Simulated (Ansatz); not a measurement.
An Ansatz (a program for electronic structure) input:

Ansatz 0.2 input:
```yaml
crystal:
  lattice:
    - [4.1162751817, 4.0454013881, 0.0]
    - [-4.1162751817, 4.0454013881, 0.0]
    - [-0.0441265743, 0.0, 3.9574046818]
  atoms:
    - { symbol: Cd, position: [0.9863093978, 0.9863093978, 0.0] }
    - { symbol: H, position: [0.5666244639, 0.2043849391, 0.8595913962] }
    - { symbol: H, position: [0.2043849391, 0.5666244639, 0.1404086038] }
    - { symbol: H, position: [0.6605801092, 0.311207193, 0.2164288276] }
    - { symbol: H, position: [0.311207193, 0.6605801092, 0.7835711724] }
    - { symbol: H, position: [0.4060744311, 0.7679003497, 0.1396549954] }
    - { symbol: H, position: [0.7679003497, 0.4060744311, 0.8603450046] }
    - { symbol: N, position: [0.2604150382, 0.7119523396, 0.0157216489] }
    - { symbol: N, position: [0.7119523396, 0.2604150382, 0.9842783511] }
    - { symbol: Cl, position: [0.2167414185, 0.2167414185, 0.5] }
    - { symbol: Cl, position: [0.75582032, 0.75582032, 0.5] }
kpoints:
  mp_grid: { grid: [4, 4, 6] }
  band_path:
    path:
      - [[0.0, 0.0, 0.0], [0.4914951642, 0.4914951642, 0.0]]  # Γ-C
      - [[-0.4914951642, 0.5085048358, 0.0], [-0.5, 0.5, 0.0], [0.0, 0.0, 0.0], [-0.5, 0.5, 0.5], [-0.4858941313, 0.5141058687, 0.5]]  # C_2-Y_2-Γ-M_2-D
      - [[0.4858941313, 0.4858941313, 0.5], [0.0, 0.0, 0.5], [0.0, 0.0, 0.0]]  # D_2-A-Γ
      - [[0.0, 0.5, 0.5], [0.0, 0.0, 0.0], [0.0, 0.5, 0.0]]  # L_2-Γ-V_2
      - [VBM, CBM]
    npoints: 8
hamiltonian:
  xc: r2scan
  dispersion: d4
  pseudopotentials: { kind: paw }
magnetization: { noncollinear: true, spin_orbit: true }
scf:
  n_extra_bands: 22
  convergence: { dr2_threshold: 0.0000000001 }
  occupations: { method: gaussian, width: 0.01 }
checkpoint: { write: soc.run }
output: { eigenvalues: true }
```

**Question.** How many symmetry operations and irreducible k-points will the run report?

**Answer.** 2 operations, 34 of 96 k-points.

**Question.** With a cutoff of 500 eV, how many plane waves at Γ?

**Answer.** 3363.

It took around 14 core-minutes (rough) on shared server cores.

Space group C2/m. The first step of the workflow began from a Materials Project structure, measured or hypothetical; the Crystallography Open Database copy checked does not list it. Whether it is the stable phase at ambient conditions was not checked. The r²SCAN+D4 relaxation kept the symmetry of its start; whether a distortion lowers the energy is not shown. Point labels and valley counts follow the cell and symmetry of the run, lower than the named group.

Potentials: the later of the program's two PAW sets.

Ansatz is a plane-wave DFT program.
